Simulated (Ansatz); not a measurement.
Relaxed WSi2 (MoSi2 type, space group I4/mmm):

```
WSi2
1.0
   -1.60615     1.60615     3.90288
    1.60615    -1.60615     3.90288
    1.60615     1.60615    -3.90288
W Si
1 2
Direct
  0.00000   0.00000   0.00000
  0.33486   0.33486   0.00000
  0.66514   0.66514   0.00000
```

The atoms are displaced by Q × the pattern below (from a DFPT mode at Γ, largest move 1; Q in Å), at fixed cell. It is one choice among 2 degenerate patterns.

```
atom      x       y      z
----  -----  ------  -----
Si2   0.000   1.000  0.000
Si3   0.000  -1.000  0.000
```

Atoms not listed stay in place.

These are r2SCAN (plane waves to 500 eV, PAW, scalar-relativistic; Ansatz, a program for electronic structure) values and carry that method's errors. k mesh 20×20×20 (Γ-centred), Fermi-Dirac smearing 0.05 eV. Energies are smeared free energies. With partly filled bands, energies and forces of such displacements shift with the k mesh and the smearing. Spin-orbit coupling is left out, though W is heavy. The PAW data are Ansatz's earlier set. WSi2 is run without spin polarisation. WSi2 was relaxed with its symmetry unable to fall. ΔE is measured from the undisplaced structure. The last digit holds for this mesh only.

```
Q (Å)    ΔE (meV/cell)
-------  -------------
-0.1000       withheld
-0.0833           83.5
-0.0667           53.4
-0.0500           30.0
-0.0333           13.3
-0.0167            3.3
0.0000             0.0
0.0167             3.3
0.0333            13.3
0.0500            30.0
0.0667            53.4
0.0833            83.5
0.1000        withheld
```

Task: Fit an even polynomial form (powers 2, 4) to the given rows and predict ΔE at Q = 0.1000.

Result: Least squares on the 11 given rows: ΔE = (11970)·Q² + (9398)·Q⁴, in meV/cell with Q in Å; root-mean-square residual 0.03 meV/cell. At 0.1000 the fit gives 120.6 meV/cell; the calculation gives 120.3 meV/cell, so the extrapolation is off by 0.3 (+0.2 %). The quadratic term alone would give 119.7 meV/cell.

(A displaced cell: forces are minus the slopes of the energy, force constants its curvatures, and phonons follow from these.)
